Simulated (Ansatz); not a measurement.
## Fitting the PBEsol energy curve of Ti3Ag

Symmetry: Pm-3m, No. 221, cubic system. Conventional cell: a = 4.099 Å, b = 4.099 Å, c = 4.099 Å, α = 90.00°, β = 90.00°, γ = 90.00°. Ag (site symmetry m-3m) has 12 Ti at 2.90 Å as nearest neighbours. Around Ti (site symmetry 4/mmm) lie 4 Ag at 2.90 Å and 8 Ti at 2.90 Å.

The cell comes from a database or a generator and needn't be the stable form of this composition.

The cell was scaled at fixed shape and fractions and run with Ansatz, all-electron LAPW, scalar-relativistic; PBEsol, k mesh 7 × 7 × 7 on the cell of 4 atoms, fermi-dirac occupations of 0.05 eV, no spin polarisation, no spin-orbit coupling. Energies are those that the program minimises, any entropy of the smearing included. For a metal such a mesh isn't converged to the digits shown.

```csv
V (Å³/atom),energy over the lowest row (meV/atom)
16.1823,1.53
16.5266,0.00
16.8709,3.99
17.2152,12.94
17.5595,26.32
17.9038,?
18.2481,64.62
```

Q: Fit the third-order Birch-Murnaghan form, give V0, B0 and B′, and predict the energy left open.

A: With y = (V0/V)^(2/3), E = E0 + (9 V0 B0/16) [(y - 1)³ B′ + (y - 1)² (6 - 4y)]. Least squares through the rows shown give V0 = 16.4446 Å³/atom, E0 = -0.16 meV, B0 = 125.9 GPa (1 eV/Å³ = 160.218 GPa) and B′ = 4.24, with a largest miss of 0.00 meV. At V = 17.9038 the form with these constants gives 43.69 meV; the run gave 43.68 meV an atom.
